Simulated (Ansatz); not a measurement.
GaO16Zn15 in space group P3m1 (No. 156; Pearson symbol hP32), DFT-r²SCAN in the program Ansatz with PAW potentials, all energies at zero smearing, with the estimated change up to a 700 eV cutoff added, with one set of potentials and settings (totals compare only within such a set). Cell of 32 atoms (1 Ga, 16 O, 15 Zn): -62783.510 eV.

```
element                            reference phase  E (eV/atom)
-------  -----------------------------------------  -----------
Ga                       Cmce, 4 atoms in the cell   -3790.2689
O        C2/m, 4 atoms in the cell, spin-polarised    -566.0281
Zn                   P6_3/mmc, 2 atoms in the cell   -3325.6729
```

Formation energy per atom, worked out: (-62783.510 − 1×(-3790.2689) − 16×(-566.0281) − 15×(-3325.6729))/32 = -1.616 eV/atom (-156 kJ per mol of atoms), at 0 K, without zero-point energy or fitted corrections.

The start of the workflow was typed in or built on a structure type; neither database checked (COD, Materials Project) lists it. Its standing as an ambient phase is unchecked. Symmetry was held in the r²SCAN relaxation; whether a distortion lowers the energy is not shown. The references are the lowest solids computed at this level, not always the standard phases (solids in place of the gases).

Potentials: the later of the program's two PAW sets.
